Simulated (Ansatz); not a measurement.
The elements of this relaxed trial crystal are hidden behind letters.

```
lattice vectors (Å)
  -1.9811    1.9811   14.2405
   1.9811   -1.9811   14.2405
   1.9811    1.9811  -14.2405
fractional positions
X 0.5923 0.5923 0.0000
X 0.0000 0.0000 0.0000
X 0.4077 0.4077 0.0000
Z 0.8058 0.8058 0.0000
Z 0.1942 0.1942 0.0000
Q 0.2500 0.7500 0.5000
Q 0.6381 0.1381 0.5000
Q 0.0461 0.5461 0.5000
Q 0.4539 0.9539 0.5000
Q 0.8619 0.3619 0.5000
```

Level of theory: DFT PBE, scalar-relativistic, plane waves, PAW (Ansatz). Cutoff 420 eV, Γ-centred 10×10×10 mesh (10-atom cell), Gaussian smearing of 0.02 eV, no spin polarisation.

```
Space group                                  : I-4m2 (No. 119)
Conventional cell                            : a = 3.962 Å, c = 28.481 Å
Volume per atom                              : 22.36 Å³
Density                                      : 4.32 g/cm³
Energy over the elements                     : −0.741 eV/atom
Gap on the 10×10×10 mesh of the 10-atom cell : 1.45 eV
```

Energies are uncorrected and count from the elements' standard states at the same level.

Question: X is a d-block element of period 4, Z is a d-block element of period 5 and Q is a p-block element of period 3. Which elements are they?

Answer: X = Zn, Z = Cd, Q = S, so the formula is Zn3Cd2S5. Density times volume gives a mean mass of 4.32 × 22.36/1.6605 = 58.2 u per atom, and this set has 58.1 u. Zn on a site of symmetry 2mm has 4 S at 2.37–2.38 Å; Cd is surrounded by 4 S at 2.54 Å; S on a site of symmetry -4m2 has 4 Cd at 2.54 Å; 3 more sites not described. Other sets within the hints have nearly the same mass, so mass alone doesn't settle it; this one was computed.

Kohn–Sham gaps at this level usually fall short of measured ones. A later test with randomly moved atoms came back to the same energy, though modes that don't fit the test's cell weren't probed.
